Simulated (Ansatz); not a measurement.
This run works on a generated trial structure, not on a known crystal.

Input and command of a plane-wave DFT calculation in Ansatz:

```yaml
crystal:
  lattice:
    - [1.59773751, 0.92245418, 10.42923079]
    - [-1.59773751, 0.92245418, 10.42923079]
    - [0.0, -1.84490836, 10.42923079]
  atoms:
    - { symbol: Bi, position: [0.24849652, 0.24849652, 0.24849652] }
    - { symbol: Bi, position: [0.5, 0.5, 0.5] }
    - { symbol: Bi, position: [0.75150348, 0.75150348, 0.75150348] }
    - { symbol: O, position: [0.0, 0.0, 0.0] }
basis:
  ecutwfc: 420
kpoints:
  mp_grid: { grid: [7, 7, 7] }
hamiltonian:
  xc: pbe
scf:
  occupations: { method: gaussian, width: 0.2 }
  lower_state_search: "off"
output:
  forces: true
  stress: true
  eigenvalues: true
relax:
  adjacent_minimum: "off"
  f_tol: 0.08
  max_steps: 16
  cell: { stress_tol: 0.8 }
```

```bash
ansatz run input.yaml --threads 1 --pin off --max-ram 2560MiB --backend cpu --events-out ev --progress --plain --runs-dir out
```

Processor: Arm Neoverse V1, 1 thread, on a host shared with other jobs.

Task: Estimate time, memory and problem size.

Result: About 73 s, peak memory 0.41 GiB. It solves 31 bands at 44 k points (after reduction by symmetry) with about 1915 plane waves (on the last cell), in 65 SCF iterations over 9 ionic steps.
